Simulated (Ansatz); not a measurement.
Ba2ScO3F:
```
CELL_PARAMETERS angstrom
     -2.07370     2.07370     6.76218
      2.07370    -2.07370     6.76218
      2.07370     2.07370    -6.76218
ATOMIC_POSITIONS crystal
  Ba 0.63637 0.63637 0.00000
  Ba 0.36141 0.36141 0.00000
  Sc 0.98715 0.98715 0.00000
  O  0.00614 0.50614 0.50000
  O  0.50614 0.00614 0.50000
  O  0.83779 0.83779 0.00000
  F  0.16502 0.16502 0.00000
```

Plane-wave PAW r²SCAN (Ansatz code) gives a gap of 4.01 eV without spin–orbit coupling, maximum at P, minimum at M.

What happens when spin–orbit coupling is switched on?

The gap increases by 0.01 eV, to 4.02 eV; maximum at X, minimum at M.

Give the electron effective mass with spin–orbit coupling.

0.51, 0.51, 0.68 mₑ (principal values).

Space group I4mm. The workflow started from a Materials Project entry (that database holds measured and hypothetical structures alike); the Crystallography Open Database copy checked does not list it. Its standing as an ambient phase is unchecked. The cell was relaxed with r²SCAN under the symmetry of its start; whether a distortion lowers the energy is not shown. The run is not spin-polarised.

Potentials: the later of the program's two PAW sets.
